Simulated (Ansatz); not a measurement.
Mg3Sb2 (A-La2O3 type, space group P-3m1)

```xyz
5
Lattice="4.5669 0.0000 0.0000 -2.2835 3.9551 0.0000 0.0000 0.0000 7.2470" Properties=species:S:1:pos:R:3 pbc="T T T"
Sb     0.0000     2.6367     1.6577
Sb     2.2835     1.3184     5.5893
Mg     0.0000     0.0000     0.0000
Mg     0.0000     2.6367     4.5913
Mg     2.2835     1.3184     2.6557
```

E(V) scan at fixed shape, V₀ the volume above. The atoms relax within the cell's symmetry.

Calculation: r2SCAN (plane waves to 500 eV, PAW, scalar-relativistic; Ansatz, a first-principles code). k mesh 12×12×7 (Γ-centred), Fermi-Dirac smearing 0.05 eV. Energies are smeared free energies. Stress and pressure are positive under compression. With the shape held, the modulus is that of even scaling; a crystal free to change shape is softer. Mg3Sb2 was relaxed with its symmetry unable to fall. Spin-orbit coupling is left out, though Sb is heavy. ΔE is measured from the relaxed starting cell.

```
V (Å³/atom)  ΔE (meV/atom)
-----------  -------------
23.562                45.2
23.998                30.4
24.434            withheld
24.871                10.3
25.307                 4.5
25.743                 1.1
26.180                 0.0
26.616                 1.0
27.052                 3.9
27.489                 8.6
27.925                15.0
28.361                22.8
28.798                31.9
```

Q: Fit a third-order Birch-Murnaghan form (E₀, V₀, B₀, B₀′ free) to the given rows and predict ΔE at V = 24.434.

A: Least squares on the 12 given rows: ΔE = E₀ + (9V₀B₀/16)·y²·[2 + (B₀′ − 4)y], y = (V₀/V)^(2/3) − 1, with V₀ = 26.182 Å³/atom, B₀ = 46.11 GPa (160.2 GPa = 1 eV/Å³; the term in eV is multiplied by 1000), B₀′ = 4.15, E₀ = 0.00 meV/atom; root-mean-square residual 0.03 meV/atom. At 24.434 the fit gives 18.9 meV/atom; the calculation gives 18.9 meV/atom, the same to the digits shown. For the pressure the fit gives 3.68 GPa against the computed 3.68 GPa.

(Under strain, the slope of the energy per volume gives the stress and its curvature an elastic modulus.)
